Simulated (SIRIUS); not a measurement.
Set-up for a self-consistent single point of ZnCd₃S₄ (P-43m, 8 atoms in the cell; from Materials Project mp-1078780, changed as shown).

```
ZnCd3S4
1.0
    5.87251     0.00000     0.00000
    0.00000     5.87251     0.00000
    0.00000     0.00000     5.87251
Zn Cd S
1 3 4
Cartesian
  0.00000   0.00000   0.00000
  0.00000   2.93626   2.93626
  2.93626   0.00000   2.93626
  2.93626   2.93626   0.00000
  4.48431   4.48431   1.38820
  4.48431   1.38820   4.48431
  1.38820   1.38820   1.38820
  1.38820   4.48431   4.48431
```

All values come from this method and carry its errors: PBEsol, GBRV PBEsol ultrasoft pseudopotentials (plane waves; SIRIUS).

SIRIUS settings:

| key | value |
|---|---|
| parameters.ngridk | 5 5 5 |
| parameters.xc_functionals | [XC_GGA_X_PBE_SOL, XC_GGA_C_PBE_SOL] |
| parameters.gk_cutoff | 6.325 1/bohr |
| parameters.pw_cutoff | 14.143 1/bohr |
| parameters.smearing | gaussian |
| parameters.smearing_width | 0.000734986 Ha |
| potentials | GBRV PBEsol ultrasoft pseudopotentials |
| parameters.electronic_structure_method | pseudopotential |
| parameters.num_bands | 48 |
| parameters.num_mag_dims | 0 |
| parameters.num_dft_iter | 100 |
| parameters.energy_tol | 1e-07 Ha |
| parameters.density_tol | 1e-06 |
| mixer.type | anderson |
| mixer.beta | 0.7 |
| mixer.use_hartree | false |

Results:

| Item | Value |
|---|---|
| Number of valence electrons | 80 |
| Number of bands | 48 |
| Number of k-points after the program's reduction | 10 |
| Number of plane waves (most at a k-point) | 5862 |
| Number of SCF iterations | 32 |
| FFT grid | 54 × 54 × 54 |
| Free energy E − TS | -12260.0712 eV |
| Pressure | -4.63 GPa |
| Largest force (vector length) | 0.060 eV/Å |

Forces (eV/Å):
| atom | Fx | Fy | Fz |
|---|---|---|---|
| Zn1 | 0.000 | 0.000 | 0.000 |
| Cd2 | 0.000 | 0.000 | 0.000 |
| Cd3 | 0.000 | 0.000 | 0.000 |
| Cd4 | 0.000 | 0.000 | 0.000 |
| S5 | -0.035 | -0.035 | 0.035 |
| S6 | -0.035 | 0.035 | -0.035 |
| S7 | 0.035 | 0.035 | 0.035 |
| S8 | 0.035 | -0.035 | -0.035 |

Stress (GPa, positive for compression):
```
-4.63   0.00   0.00
 0.00  -4.63   0.00
 0.00   0.00  -4.63
```

For comparison: a first run was changed to give this one (volume scaled by 1.06), and from it to this one the free energy rises by 27.4 meV/atom, the pressure goes from -1.68 to -4.63 GPa and the largest force goes from 0.038 to 0.060 eV/Å.

The structure comes from a collection of computed structures, made at another level of theory; the collection holds predicted forms beside known ones.

Cost on one core: very roughly 100 core-seconds.
